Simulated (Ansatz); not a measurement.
Input:

Sb:
```
CELL_PARAMETERS angstrom
     -1.57233     1.57233     2.67614
      1.57233    -1.57233     2.67614
      1.57233     1.57233    -2.67614
ATOMIC_POSITIONS crystal
  Sb 0.00000 0.00000 0.00000
```

This is the PBEsol-relaxed structure. Cartesian axes are those of the cell as given.

Task: All from PBEsol (plane waves, PAW; program Ansatz), unless another level is named. Give the bulk modulus (Birch–Murnaghan fit).

Result: 60.4 GPa.

Task: And the elastic constants (relaxed ions, GPa)?

Result: C11 = 123, C12 = 36.3, C13 = 53.8, C33 = 60.0, C44 = -12.4, C66 = -16.8.

Space group I4/mmm (body-centred tetragonal). The workflow started from an entry of the Crystallography Open Database (COD), which files this formula under 5 space groups. It is not the phase usual at ambient conditions (space group No. 166). The PBEsol relaxation kept the symmetry of its start. At this level the phase is mechanically unstable. The volume moved by 18 % from the start of the relaxation. As this level gives no gap, shear constants depend on the k-mesh and smearing (Fermi–Dirac, 0.1 eV here). Spin–orbit coupling is left out wherever it is not named.

Potentials: the later of the program's two PAW sets.
